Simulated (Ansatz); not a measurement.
Problem. ZnO in space group P6_3mc (No. 186; Zn on 2a, Zn on 2b, O on 2a, O on 2b) is relaxed with the program Ansatz at the LDA level (PAW). What lattice parameters of the conventional cell result?

Solution. a = 3.180 Å, c = 10.340 Å.

Problem. Give the free coordinates with the occupied sites.

Solution. In one choice of origin and axes:

```json
[
 {"atom": "Zn", "site": "2a", "symmetry": "3m.", "x": "0.0000", "y": "0.0000", "z": "0.0006"},
 {"atom": "Zn", "site": "2b", "symmetry": "3m.", "x": "0.3333", "y": "0.6667", "z": "0.2505"},
 {"atom": "O", "site": "2a", "symmetry": "3m.", "x": "0.0000", "y": "0.0000", "z": "0.3122"},
 {"atom": "O", "site": "2b", "symmetry": "3m.", "x": "0.3333", "y": "0.6667", "z": "0.0624"}
]
```

Problem. Is it a metal or does it have a gap at this level?

Solution. A gap of 0.75 eV.

The cell is a constructed one: a structure type filled with these elements. Its sites differ from those of the usual phase in this space group: another stacking or structure type. The LDA relaxation kept the symmetry of its start; its stability against distortions is not shown here.

Potentials: the later of the program's two PAW sets.
